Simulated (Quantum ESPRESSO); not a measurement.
# MgGeIn2P4: input and log of a self-consistent run

A calculation, not a measurement. The program is pw.x of Quantum ESPRESSO 7.5 (plane-wave density functional theory). The cell is made up: 8 atoms on a zincblende/diamond lattice, with randomly drawn elements, strain and displacements, not relaxed. PseudoDojo standard norm-conserving files (v0.5 for PBE, v0.4.1 for LDA and PBEsol) set the functional; there is no spin polarisation, spin-orbit coupling or dispersion term, and the masses in the input are unused placeholders.

Input:

```
&control calculation='scf', pseudo_dir='./dojo.nc.sr.pbe.v0_5.standard.upf', outdir='./o', disk_io='low', tprnfor=.true., tstress=.true. /
&system ibrav=0, nat=8, ntyp=4, nbnd=45, ecutwfc=84.00895049, nosym=.true., tot_charge=0,
 occupations='smearing', smearing='fd', degauss=0.0073498644
/
&electrons conv_thr=7.350e-09, electron_maxstep=60, /
ATOMIC_SPECIES
Ge 1.0 Ge.upf
In 1.0 In.upf
Mg 1.0 Mg.upf
P 1.0 P.upf
CELL_PARAMETERS angstrom
6.0521 0.0604 -0.0479
0.0604 6.116 0.0192
-0.0479 0.0192 6.0611
ATOMIC_POSITIONS angstrom
Mg -0.0201 -0.0037 -0.0023
Ge -0.0224 3.079 3.0493
In 3.1018 0.0582 3.0342
In 3.0403 3.0874 0.0181
P 1.5287 1.5251 1.5154
P 1.4997 4.5737 4.5637
P 4.5294 1.5794 4.4736
P 4.546 4.6378 1.4982
K_POINTS automatic
6 6 6 1 1 1
```

The log is shortened where brackets say so; the opening notice, blank lines, dates and the lines on written files are dropped, and the path of the files is cut. It prints rydbergs, bohrs and kilobars, and counts compression as positive stress.

```
     Program PWSCF v.7.5
     Parallel version (MPI & OpenMP), running on       4 processor cores
     Number of MPI processes:                 4
     Threads/MPI process:                     1
     [start-up lines left out]
     bravais-lattice index     =            0
     lattice parameter (alat)  =      11.4377  a.u.
     unit-cell volume          =    1513.7255 (a.u.)^3
     number of atoms/cell      =            8
     number of atomic types    =            4
     number of electrons       =        70.00
     number of Kohn-Sham states=           45
     kinetic-energy cutoff     =      84.0090  Ry
     charge density cutoff     =     336.0358  Ry
     scf convergence threshold =      7.3E-09
     mixing beta               =       0.7000
     number of iterations used =            8  plain     mixing
     Exchange-correlation= PBE
                           (   1   4   3   4   0   0   0)
     [axes and pseudopotential details left out]
   Cartesian axes
     site n.     atom                  positions (alat units)
         1        Mg     tau(   1) = (  -0.0033209  -0.0006113  -0.0003800  )
         2        Ge     tau(   2) = (  -0.0037009   0.5087078   0.5038008  )
         3        In     tau(   3) = (   0.5124747   0.0096157   0.5013060  )
         4        In     tau(   4) = (   0.5023138   0.5100956   0.0029905  )
         5        P      tau(   5) = (   0.2525695   0.2519747   0.2503721  )
         6        P      tau(   6) = (   0.2477782   0.7556599   0.7540077  )
         7        P      tau(   7) = (   0.7483407   0.2609461   0.7391215  )
         8        P      tau(   8) = (   0.7510833   0.7662504   0.2475304  )
     number of k points=   108  Fermi-Dirac smearing, width (Ry)=  0.0073
     Number of k-points >= 100: set verbosity='high' to print them.
     Dense  grid:   157507 G-vectors     FFT dimensions: (  72,  72,  72)
     Estimated max dynamical RAM per process >     584.62 MB
     Estimated total dynamical RAM >       2.17 GB
     Initial potential from superposition of free atoms
     starting charge      69.9900, renormalised to      70.0000
     Starting wfcs are   48 randomized atomic wfcs
     total cpu time spent up to now is       10.6 secs
     per-process dynamical memory:   496.7 Mb
     Self-consistent Calculation
     iteration #  1     ecut=    84.01 Ry     beta= 0.70
     Davidson diagonalization with overlap
     ethr =  1.00E-02,  avg # of iterations =  4.2
     Threshold (ethr) on eigenvalues was too large:
     Diagonalizing with lowered threshold
     Davidson diagonalization with overlap
     ethr =  5.39E-04,  avg # of iterations =  2.0
     total cpu time spent up to now is       60.3 secs
     total energy              =    -618.59420357 Ry
     estimated scf accuracy    <       0.37477083 Ry
     iteration #  2     ecut=    84.01 Ry     beta= 0.70
     Davidson diagonalization with overlap
     ethr =  5.35E-04,  avg # of iterations =  2.7
     total cpu time spent up to now is       86.5 secs
     total energy              =    -618.67560522 Ry
     estimated scf accuracy    <       0.20105407 Ry
     iteration #  3     ecut=    84.01 Ry     beta= 0.70
     Davidson diagonalization with overlap
     ethr =  2.87E-04,  avg # of iterations =  2.0
     total cpu time spent up to now is      109.5 secs
     total energy              =    -618.71589927 Ry
     estimated scf accuracy    <       0.02099537 Ry
     iteration #  4     ecut=    84.01 Ry     beta= 0.70
     Davidson diagonalization with overlap
     ethr =  3.00E-05,  avg # of iterations =  7.0
     total cpu time spent up to now is      140.9 secs
     total energy              =    -618.72142174 Ry
     estimated scf accuracy    <       0.00419953 Ry
     iteration #  5     ecut=    84.01 Ry     beta= 0.70
     Davidson diagonalization with overlap
     ethr =  6.00E-06,  avg # of iterations =  3.7
     total cpu time spent up to now is      166.7 secs
     total energy              =    -618.72212302 Ry
     estimated scf accuracy    <       0.00025685 Ry
     iteration #  6     ecut=    84.01 Ry     beta= 0.70
     Davidson diagonalization with overlap
     ethr =  3.67E-07,  avg # of iterations =  4.1
     total cpu time spent up to now is      193.0 secs
     total energy              =    -618.72218565 Ry
     estimated scf accuracy    <       0.00002401 Ry
     iteration #  7     ecut=    84.01 Ry     beta= 0.70
     Davidson diagonalization with overlap
     ethr =  3.43E-08,  avg # of iterations =  3.8
     total cpu time spent up to now is      218.9 secs
     total energy              =    -618.72219276 Ry
     estimated scf accuracy    <       0.00000688 Ry
     iteration #  8     ecut=    84.01 Ry     beta= 0.70
     Davidson diagonalization with overlap
     ethr =  9.83E-09,  avg # of iterations =  2.0
     total cpu time spent up to now is      241.8 secs
     total energy              =    -618.72219458 Ry
     estimated scf accuracy    <       0.00000053 Ry
     iteration #  9     ecut=    84.01 Ry     beta= 0.70
     Davidson diagonalization with overlap
     ethr =  7.62E-10,  avg # of iterations =  3.1
     total cpu time spent up to now is      266.9 secs
     total energy              =    -618.72219474 Ry
     estimated scf accuracy    <       0.00000005 Ry
     iteration # 10     ecut=    84.01 Ry     beta= 0.70
     Davidson diagonalization with overlap
     ethr =  6.69E-11,  avg # of iterations =  3.9
     total cpu time spent up to now is      295.6 secs
     total energy              =    -618.72219477 Ry
     estimated scf accuracy    <       0.00000003 Ry
     iteration # 11     ecut=    84.01 Ry     beta= 0.70
     Davidson diagonalization with overlap
     ethr =  4.80E-11,  avg # of iterations =  2.0
     total cpu time spent up to now is      318.1 secs
     End of self-consistent calculation
     [lines on levels left out]
!    total energy              =    -618.72219477 Ry
     estimated scf accuracy    <          1.5E-09 Ry
     smearing contrib. (-TS)   =      -0.00182429 Ry
     internal energy E=F+TS    =    -618.72037048 Ry
     The total energy is F=E-TS. E is the sum of the following terms:
     one-electron contribution =    -333.74942326 Ry
     hartree contribution      =     196.55139915 Ry
     xc contribution           =    -155.59066673 Ry
     ewald contribution        =    -325.93167964 Ry
     convergence has been achieved in  11 iterations
     Forces acting on atoms (cartesian axes, Ry/au):
     atom    1 type  3   force =     0.00643200   -0.00238825    0.00261556
     atom    2 type  1   force =     0.00948010   -0.00517930   -0.00353513
     atom    3 type  2   force =    -0.02937235   -0.01176077   -0.00263365
     atom    4 type  2   force =    -0.00050651   -0.01147034   -0.00210935
     atom    5 type  4   force =    -0.02599135    0.01367172    0.01129403
     atom    6 type  4   force =    -0.01969841    0.00305072   -0.02186050
     atom    7 type  4   force =     0.02775085    0.02937568    0.00765484
     atom    8 type  4   force =     0.03190567   -0.01529944    0.00857420
     Total force =     0.078802     Total SCF correction =     0.000188
     Computing stress (Cartesian axis) and pressure
          total   stress  (Ry/bohr**3)                   (kbar)     P=      -54.08
  -0.00037507  -0.00003731   0.00006100          -55.17       -5.49        8.97
  -0.00003731  -0.00037847   0.00000713           -5.49      -55.68        1.05
   0.00006100   0.00000713  -0.00034943            8.97        1.05      -51.40
     init_run     :      9.86s CPU     10.32s WALL (       1 calls)
     electrons    :    306.04s CPU    307.53s WALL (       1 calls)
     forces       :      3.73s CPU      3.77s WALL (       1 calls)
     stress       :     13.20s CPU     13.58s WALL (       1 calls)
     [timing details left out]
     PWSCF        :   5m33.32s CPU   5m35.79s WALL
     JOB DONE.
```

In other units: free energy -8418.144 eV for the cell, pressure -5.41 GPa, largest force component 0.820 eV/Å. A rerun of a related cell, with the same atoms placed differently, at 1437 eV and a 8 x 8 x 8 mesh moved values by no more than 0.003 eV in energy, 0.02 GPa in stress and 0.002 eV/Å in force.